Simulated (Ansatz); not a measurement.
Q: Name crystals whose computed values (plane-wave PAW PBEsol (Ansatz code)) fall in these windows: Θ_D (K) 320 to 380; B₀ by P(V) fit (GPa) 180 to 230; G_Hill (GPa) 56 to 76.

A: 

```csv
crystal,Θ_D (K),B₀ by P(V) fit (GPa),G_Hill (GPa)
"AsRu, Pnma (As on 4c, Ru on 4c)",358,191,67.8
"LaWN3, R3c (La on 6a, W on 6a, N on 18b)",373,195,64.6
"Ni7Ge4, P-6m2 (Pearson symbol hP11)",371,183,56.5
"TiRh, L1₀ or tetragonal B2",358,209,58.3
"Cu3Pt, Cu3Au type",325,198,65.2
```
Others may fit too.

Standing as an ambient phase not checked: AsRu, Pnma (As on 4c, Ru on 4c); LaWN3, R3c (La on 6a, W on 6a, N on 18b); Ni7Ge4, P-6m2 (Pearson symbol hP11); TiRh, L1₀ or tetragonal B2; Cu3Pt, Cu3Au type. Began spin-polarised and lost the moments: AsRu, Pnma (As on 4c, Ru on 4c). All cells were relaxed under the symmetry of their starts (and spin orders); stability against distortions was not tested throughout. Rows with no word on spin ran without spin polarisation. Spin–orbit coupling is left out wherever it is not named.

Potentials: the later of the program's two PAW sets.
